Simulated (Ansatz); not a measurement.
The relaxed structure here is a generated cell of NbN: the first start was made by placing the elements on the sites of a structure type, and the end was not matched to a known phase here, so it may be hypothetical. Known forms of NbN include space group No. 225.

One stationary structure of NbN. Calculation: PBEsol (plane waves to 420 eV, PAW, scalar-relativistic; Ansatz, a first-principles code).

```cif
data_N2Nb2
_chemical_formula_sum 'Nb2 N2'
_space_group_name_H-M_alt 'P 1'
_space_group_IT_number 1
_cell_length_a 5.51279
_cell_length_b 5.51279
_cell_length_c 5.51279
_cell_angle_alpha 149.651
_cell_angle_beta 149.651
_cell_angle_gamma 43.455
loop_
_space_group_symop_operation_xyz
  'x, y, z'
loop_
_atom_site_label
_atom_site_type_symbol
_atom_site_fract_x
_atom_site_fract_y
_atom_site_fract_z
_atom_site_occupancy
Nb1 Nb 0.24892 0.24892 0.00000 1
Nb2 Nb 0.99892 0.49892 0.50000 1
N1 N 0.66708 0.66708 0.00000 1
N2 N 0.41708 0.91708 0.50000 1
```

Question: Find the space group and the Wyckoff positions (tolerance 0.01 Å).

Answer: Space group I4₁md (No. 109); a = b = 2.8861 Å, c = 10.2423 Å, α = β = γ = 90.00°

```
atom  site  symmetry       x       y       z
----  ----  --------  ------  ------  ------
Nb      4a      2mm.  0.0000  0.0000  0.9989
N       4a      2mm.  0.0000  0.0000  0.4171
```

Question: Give the shortest distances between elements (the closest pairs, up to four, under 3.6 Å).

Answer: N–Nb 2.21 Å; Nb–Nb 2.89 Å; N–N 2.89 Å.

```yaml
volume_per_atom: 10.66 Å³
band_gap: 0.31 eV, indirect (valence top at k = (0, 0, 0.4375), conduction bottom at k = (0, 0, 0.25)) (no spin-orbit coupling)
smallest_direct_gap: 0.64 eV at 69 % of the way from M to S
```

No spin polarisation in the result.

The run could not lose the symmetry of its start; a randomly shaken copy of 8 atoms returns to this structure.
